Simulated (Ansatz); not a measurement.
Si₆BAs in space group I-42m (No. 121; B on 2a, Si on 8i, Si on 4d, As on 2b), plane-wave PAW r²SCAN (Ansatz code). The conduction-band minimum lies at M, with 1 equivalent valley. Second derivatives d²E/dk² of the lowest band at one valley (eV·Å²), along Cartesian directions:

```tsv
direction	d²E/dk²
[100]	30.23
[010]	30.23
[001]	18.31
[110]	30.25
[101]	24.27
[011]	24.27
```

Question: Find the principal effective masses, the density-of-states mass and the conductivity mass.

Answer: Off-diagonal terms follow from H_xy = H[110] − (H_xx + H_yy)/2, and m*/mₑ = 7.620 eV·Å² over each eigenvalue: 0.25, 0.25, 0.42. One valley's DOS mass (m₁m₂m₃)^(1/3) = 0.30, conductivity mass 3/(Σ 1/mᵢ) = 0.29 mₑ.

Question: What effective density of states Nc follows at 300 K for parabolic valleys?

Answer: Nc = 2.509e19 × 1 × (0.30)^(3/2) ≈ 4.1e18 cm⁻³.

The start of the workflow was typed in or built on a structure type; neither database checked (COD, Materials Project) lists it. Its standing as an ambient phase is unchecked. Symmetry was held in the r²SCAN relaxation; its stability against distortions is not shown here. Spin–orbit coupling is left out wherever it is not named.

Potentials: the earlier of the program's two PAW sets.

Edges and masses are those of Kohn–Sham bands, whose gap is no quasiparticle gap.
